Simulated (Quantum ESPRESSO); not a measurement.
## One change at a time to AlMo2Sn3Ta2

Calculated results; nothing here was measured. They come from Quantum ESPRESSO 7.5, a public plane-wave density functional program. Each row is one single-point run on a made-up periodic cell of eight metal atoms, with elements, volume, strain and displacements drawn at random and not relaxed, so a cell may be unstable or far from any real phase. There is no spin polarisation or spin-orbit coupling.

Settings: PBE unless stated; PseudoDojo standard norm-conserving files; Fermi-Dirac width 0.25 eV, which means electrons at about 2900 K; cutoff 1143 eV; 5 x 5 x 5 k mesh shifted half a step off Gamma. E is the free energy of the whole cell (internal energy minus TS), so a -TS column is already part of it. Stress is positive in tension, and the pressure P is minus a third of its trace.

Checks: one run of this series was repeated at a higher cutoff and on a denser mesh, which moved values by no more than 0.005 eV, 0.05 GPa and 0.005 eV/Å, and a second program with other atomic files agreed on it to 2 % rms in force and 0.5 GPa in pressure. Known limits: the tin pseudopotential is less sure than most, with forces differing by about three percent from a second method on plain tin; heavy elements are run without spin-orbit coupling, which real alloys of them have; a spin test at this wide smearing found no moment, but such smearing suppresses magnetism that the real alloy may have.

The lattice is hexagonal close-packed, and the cell vectors in Å are (-0.058, -0.022, 4.869); (6.052, 0.027, -0.071); (-3.002, 5.282, 0.012), a volume of 156.05 Å³ in run 1. The elements on sites 1 to 8 are Al Sn Mo Sn Sn Ta Mo Ta. Each later run makes one change to run 1 and keeps the rest. E is counted from run 1, and is n/a where other atomic files have another zero of energy.

```
run,change,V (Å³),P (GPa),-TS (eV),rms force (eV/Å),largest change of a force component (eV/Å),E (eV)
1,none,156.05,-2.09,-1.187,0.811,0.000,0.000
2,sites 2 and 8 exchanged,156.05,-0.48,-1.534,0.633,0.679,0.433
3,all lengths scaled by -1.98 %,146.97,6.69,-1.086,1.018,0.461,?
4,PBEsol in place of PBE,156.05,-6.81,-1.192,0.767,0.116,n/a
5,Pt on site 4,156.05,-9.62,-1.420,0.804,1.061,n/a
6,site 1 moved by -0.05 Å along x,156.05,-2.16,-1.186,0.794,0.169,-0.030
```

## Worked estimate

Along a uniform scaling dE = -P dV. The mean of the two pressures is 2.300 GPa and the volume changes by -9.08 Å³, with 160.2 GPa to one eV/Å³. The same two rows give -V dP/dV = 147 GPa for this cell with clamped atoms, which is not the bulk modulus of a real alloy.

## Withheld value

Question: what E should run 3 give?

The estimate is 0.130 eV. The calculation gave 0.117 eV. The mean of two end points misses the curvature of P, and the finite cutoff adds a little.
